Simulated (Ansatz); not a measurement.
**(110) slab of zincblende SiC, 23.1 Å thick as cut, ended by F**

Computed with DFT, PBEsol, PAW, plane waves in Ansatz 0.2.0.

Command:

```sh
ansatz run in.yaml --threads 7 --pin off --max-ram 13300MiB --runs-dir r --events-out ev --progress --plain
```

The input less its lattice and atoms:

```yaml
kpoints:
  mp_grid: { grid: [6, 4, 1] }
hamiltonian:
  xc: pbesol
scf:
  occupations: { method: fermi_dirac, width: 0.01 }
relax:
  f_tol: 0.03
  max_steps: 80
  escape_saddle: false
  adjacent_minimum: "off"
output:
  forces: true
  eigenvalues: true
  populations: true
```

Start:

```
Si C F
1.0
     2.17843   -2.17843    0.00000
     0.00000    0.00000    4.35685
   -27.29836  -27.29836    0.00000
Si C F
16 16 4
Direct
  0.00705 0.00543 0.68005
  0.00454 0.00231 0.52082
  0.00172 0.99855 0.36072
  0.00034 0.00014 0.20114
  0.00098 0.00745 0.75967
  0.00273 0.00278 0.59973
  0.99751 0.99177 0.44068
  0.99759 0.00300 0.28061
  0.49296 0.50539 0.79972
  0.49621 0.49858 0.64024
  0.49506 0.49597 0.48032
  0.50320 0.50270 0.31932
  0.50657 0.50138 0.71982
  0.50355 0.49574 0.55980
  0.49375 0.49682 0.40011
  0.51095 0.50398 0.23999
  0.99786 0.25590 0.79896
  0.99160 0.25199 0.63996
  0.00211 0.24735 0.48023
  0.99443 0.24924 0.32020
  0.00272 0.25119 0.71885
  0.00767 0.24808 0.56027
  0.00128 0.25476 0.40028
  0.99855 0.25355 0.24126
  0.50963 0.75378 0.75877
  0.49660 0.75086 0.59868
  0.50067 0.74768 0.43959
  0.50193 0.75001 0.28060
  0.48691 0.75148 0.67920
  0.49956 0.75329 0.51995
  0.49587 0.75342 0.35986
  0.49347 0.74478 0.20126
  0.00778 0.21688 0.16481
  0.00260 0.08204 0.82642
  0.50635 0.71369 0.83446
  0.50452 0.57580 0.17405
```

Steps:

```tsv
step	energy less the first (eV)	largest force component (eV/Å)
start	0.000	3.945
1	-1.109	1.833
2	-1.533	0.458
3	-1.554	0.075
4	-1.558	0.070
5	-1.559	0.020
```

A structure on the way, about -1.11 eV from the start:

```xyz
36
Lattice="2.1784 -2.1784 0.0000 0.0000 0.0000 4.3569 -27.2984 -27.2984 0.0000" Properties=species:S:1:pos:R:3 pbc="T T T"
Si  -18.5417  -18.5656    0.0283
Si  -14.2005  -14.2117    0.0033
Si   -9.8347   -9.8406    0.0122
Si   -5.5081   -5.5092    4.3531
Si  -18.5405  -22.8909    0.0245
Si  -16.3646  -16.3726    0.0142
Si   -9.8470  -14.1972    4.3489
Si   -5.4863   -9.8393    0.0324
Si  -20.7257  -22.8902    2.1811
Si  -16.3835  -18.5622    2.1894
Si  -12.0229  -14.1904    2.1738
Si   -7.6396   -9.8300    2.2084
Si  -18.5502  -20.7360    2.2020
Si  -14.1994  -16.3780    2.1813
Si   -9.8448  -12.0069    2.1795
Si   -5.4727   -7.6795    2.2049
C   -19.6253  -23.9808    1.1093
C   -15.2910  -19.6349    1.1078
C   -13.1062  -13.1148    1.0897
C    -6.5700  -10.9150    1.1133
C   -17.4473  -21.8007    1.1124
C   -15.2804  -15.2922    1.0924
C   -10.9216  -10.9267    1.1123
C    -4.4010   -8.7522    1.1163
C   -19.6264  -21.8220    3.2880
C   -15.2768  -17.4470    3.2818
C   -10.9180  -13.0988    3.2756
C    -6.5737   -8.7603    3.2947
C   -17.4719  -19.6194    3.2894
C   -13.1067  -15.2825    3.2741
C    -8.7517  -10.9195    3.2945
C    -4.4163   -6.5780    3.2674
F    -4.4565   -4.4750    0.7599
F   -22.5880  -22.6073    0.3582
F   -21.7080  -23.9164    2.9470
F    -3.6126   -5.8071    2.5231
```

End:

```xyz
36
Lattice="2.1784 -2.1784 0.0000 0.0000 0.0000 4.3569 -27.2984 -27.2984 0.0000" Properties=species:S:1:pos:R:3 pbc="T T T"
Si  -18.5448  -18.5471    0.0285
Si  -14.1926  -14.1947    0.0281
Si   -9.8344   -9.8362    0.0277
Si   -5.4759   -5.4776    0.0085
Si  -20.7040  -20.7064    0.0172
Si  -16.3701  -16.3723    0.0284
Si  -12.0142  -12.0161    0.0279
Si   -7.6504   -7.6521    0.0242
Si  -20.7318  -22.9126    2.1872
Si  -16.3734  -18.5540    2.2064
Si  -12.0152  -14.1956    2.2065
Si   -7.6629   -9.8431    2.2066
Si  -18.5573  -20.7381    2.2029
Si  -14.1935  -16.3741    2.2065
Si   -9.8377  -12.0180    2.2066
Si   -5.5036   -7.6838    2.1953
C   -21.7628  -21.7651    1.1453
C   -17.4578  -17.4601    1.1176
C   -13.1034  -13.1054    1.1174
C    -8.7421   -8.7439    1.1172
C   -19.6289  -19.6313    1.1201
C   -15.2813  -15.2835    1.1174
C   -10.9242  -10.9261    1.1174
C    -6.5520   -6.5537    1.1144
C   -19.6557  -21.8365    3.2932
C   -15.2834  -17.4641    3.2960
C   -10.9264  -13.1068    3.2957
C    -6.5787   -8.7589    3.2982
C   -17.4656  -19.6463    3.2959
C   -13.1043  -15.2849    3.2959
C    -8.7499  -10.9301    3.2957
C    -4.4449   -6.6251    3.3234
F    -4.4301   -4.4319    0.5719
F   -22.5794  -22.5816    0.3302
F   -21.7777  -23.9583    2.7506
F    -3.6283   -5.8085    2.5084
```

The run converged.

Time: 2.4 min of wall time on 7 threads of a Neoverse-V2 processor, on a host shared with other runs; peak host memory 2.5 GiB.

How much energy did the relaxation gain, and which atom moved most?

1.56 eV in 5 steps, from a start with small random displacements; atom 33 (F) moved 0.39 Å, the median atom 0.04 Å (drift of the whole cell removed).
